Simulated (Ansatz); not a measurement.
Below is a relaxed structure of CaScC4N4. The cell was found from a structure generator's guess, not taken from experiment.

All numbers below come from Ansatz 0.2.0, DFT PBE, scalar-relativistic, plane waves, PAW. Cutoff 420 eV, Γ-centred mesh, Gaussian smearing, collinear spin.

```
Ca Sc C N
1.0
     8.28237    0.00000    0.00000
     0.00000    8.28237    0.00000
     0.00000    0.00000    4.21092
Ca Sc C N
1 1 4 4
Direct
  0.00000 0.00000 0.00000
  0.50000 0.50000 0.00000
  0.21339 0.78661 0.00000
  0.78661 0.21339 0.00000
  0.21339 0.21339 0.00000
  0.78661 0.78661 0.00000
  0.31334 0.68666 0.00000
  0.68666 0.31334 0.00000
  0.31334 0.31334 0.00000
  0.68666 0.68666 0.00000
```

Energies over the elements count from the elements' standard structures at the same level (N₂ as a molecule), with no fitted energy shifts.

**Question.** What space group does it have?

**Answer.** P4/mmm (No. 123). Conventional cell: a = 8.282 Å, c = 4.211 Å. Ca is surrounded by 4 C at 2.50 Å; Sc has 4 N at 2.19 Å; C is surrounded by 1 N at 1.17 Å and 1 Ca at 2.50 Å; N is surrounded by 1 C at 1.17 Å and 1 Sc at 2.19 Å.

**Question.** What is its formation energy per atom?

**Answer.** 0.00 eV/atom. The formation energy is too near zero to say whether this cell lies below the elements.

**Question.** Is it a metal?

**Answer.** Yes, bands cross the Fermi level on the 6×6×10 mesh.

**Question.** Which magnetic moments does it keep?

**Answer.** 0.03 μB per atom net, the space between the atoms included; by site: all under 0.1 μB.

**Question.** From what recipe could a structure generator have reached it?

**Answer.** One such recipe: stacked square cyanide-bridged sheets (P4/mmm, No. 123). Other recipes can lead to the same cell.

The last run used collinear spin, a 6×6×10 mesh (in the run's order of axes) for its 10-atom cell and Gaussian smearing of 0.10 eV. For metals, differences of a few meV/atom aren't resolved. The reference form of C is held partly by dispersion forces, which this level lacks. Another magnetic order may lie lower. A structure relaxed within its symmetry needn't be a true minimum.
